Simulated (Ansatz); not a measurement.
A generator proposed this cell of In3GaP4.

Space group P-43m (No. 215). a = 5.596 Å, b = 5.596 Å, c = 5.596 Å, α = 90.00°, β = 90.00°, γ = 90.00°
```json
{"atom": "In", "site": "3c", "symmetry": "-42.m", "x": "0.5000", "y": "0.0000", "z": "0.5000"}
{"atom": "Ga", "site": "1a", "symmetry": "-43m", "x": "0.0000", "y": "0.0000", "z": "0.0000"}
{"atom": "P", "site": "4e", "symmetry": ".3m", "x": "0.2500", "y": "0.7500", "z": "0.7500"}
```

These are results of Ansatz, DFT PBE, scalar-relativistic, plane waves, PAW, not measurements. Plane waves to 420 eV, a k mesh through Γ of 4×4×4 on the computed 8-atom cell and Gaussian smearing (0.10 eV); no spin polarisation.

Formation energies are uncorrected and refer to the elements' standard structures at the same level. The references include black phosphorus.

Problem. How far from equilibrium is it?

Solution. The pressure is 12.1 GPa (it wants to expand), the largest force is 1.54 eV/Å, and the energy is −0.13 eV/atom against the elements. The shortest distance is 2.42 Å.

Problem. Is it a good guess?

Solution. A fair one: relaxing gains about 0.14 eV/atom in 6 ionic steps and ends at −0.275 eV/atom on the finer mesh. The symmetry stays P-43m (No. 215). The volume per atom grows by 14.0 %, from 21.9 to 25.0 Å³. The shortest distance goes from 2.42 Å (Ga–P and In–P) to 2.42 Å (Ga–P). Conventional cell: a = 5.846 Å. In has 4 P at 2.57 Å; around Ga lie 4 P at 2.42 Å; P has 1 Ga at 2.42 Å and 3 In at 2.57 Å.

The last run used a 6×6×6 mesh for its 8-atom cell and Gaussian smearing of 0.02 eV. The reference form of P is held partly by dispersion forces, which this level lacks. The relaxation can't lower the symmetry of the start, and the grade says only how near the guess is to its own end. A structure relaxed within its symmetry needn't be a true minimum.
